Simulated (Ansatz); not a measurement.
MoRu (rock salt, Fm-3m) under volume change, plane-wave PAW PBE (Ansatz code), scaled uniformly.

| V (Å³/atom) | E − E(relaxed) (meV/atom) | P (GPa) |
|---|---|---|
| 15.098 | 106.7 | 24.92 |
| 15.596 | 44.8 | 15.23 |
| 16.094 | 10.6 | 7.00 |
| 16.592 | 0.0 | 0.00 |
| 17.089 | 9.5 | -5.95 |
| 17.587 | 36.0 | -11.00 |
| 18.085 | 77.0 | -15.27 |

### Question
What does a third-order Birch–Murnaghan fit give for V₀, B₀ and B′?

### Answer
V₀ = 16.59 Å³/atom, B₀ = 214 GPa, B′ = 4.4.

The start of the workflow was typed in or built on a structure type; neither database checked (COD, Materials Project) lists it. Whether it is the stable phase at ambient conditions was not checked. Symmetry was held in the PBE relaxation; whether a distortion lowers the energy is not shown. No spin polarisation was allowed. Its formation energy is positive at this level, so the cell may be metastable or incomplete.

Potentials: the later of the program's two PAW sets.
